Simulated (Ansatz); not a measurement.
A geometry of P away from equilibrium: step 2 of the relaxation of a relaxed P cell stretched uniformly to 130 % of its volume. Method: r2SCAN (plane waves to 500 eV, PAW, scalar-relativistic; Ansatz, a quantum-chemistry and plane-wave program). Γ-centred k-mesh 7×7×5 on the run's cell (coarser than for final values), Fermi–Dirac smearing 0.05 eV. The plane waves were selected for a different cell earlier on the path.

```xyz
4
Lattice="1.7130 -5.9058 0.0000 1.7130 5.9058 0.0000 0.0000 0.0000 4.8155" Properties=species:S:1:pos:R:3 pbc="T T T"
P      1.7130     1.0676     2.8448
P      1.7130    -1.0676     1.9707
P      1.7130    -4.8382     4.3784
P      1.7130     4.8382     0.4370
```

Task: What forces act on the atoms (eV/Å)?

Result: 
```csv
atom,Fx,Fy,Fz
P1,0.00,-0.42,0.57
P2,0.00,0.42,-0.57
P3,0.00,-0.42,-0.57
P4,0.00,0.42,0.57
```

The path ends in Cmce (No. 64) (black phosphorus structure). No spin polarisation in the result. Without a van der Waals term the distances between weakly bound units are poorly fixed.

The run could not lose the symmetry of its start.

Without dispersion the volume is uncertain too.
